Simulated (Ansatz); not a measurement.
Cs, one cell by several methods

```
Cs
1.0
    -3.12847    3.12847    3.12847
     3.12847   -3.12847    3.12847
     3.12847    3.12847   -3.12847
Cs
1
Direct
  0.00000 0.00000 0.00000
```

Structure from Materials Project entry mp-1 (possibly hypothetical), not relaxed further.

No spin–orbit coupling, which matters for the heavy atoms here.

All numbers are computed: DFT, PBEsol, PAW with Ansatz's default frozen-core files, scalar-relativistic (Ansatz 0.2.0); DFT, PBEsol, all-electron LAPW, scalar-relativistic (Ansatz 0.2.0).

For PAW: a Γ-centred 9×9×9 k mesh, Fermi–Dirac smearing of 0.03 eV, cutoff 420 eV, no spin polarisation; the PAW files were made with PBE, and the program remakes their frozen cores for this functional. LAPW targets a basis error of 1 meV/atom. The Ansatz runs share mesh, smearing and spin set-up. Plane-wave (PAW) pressures include the program's estimate of the Pulay term.

Stress and pressure are positive in compression.

Levels count from the Fermi level.

| quantity | PAW | LAPW |
| --- | --- | --- |
| pressure (GPa) | -0.20 | -0.20 |
| highest filled level at P (eV) | -10.671 | -10.672 |
| lowest empty level at P (eV) | 0.977 | 0.977 |
| highest filled level at N (eV) | -10.617 | -10.617 |
| lowest empty level at N (eV) | 0.059 | 0.059 |
| highest filled level at H (eV) | -10.697 | -10.697 |
| lowest empty level at H (eV) | 0.710 | 0.710 |
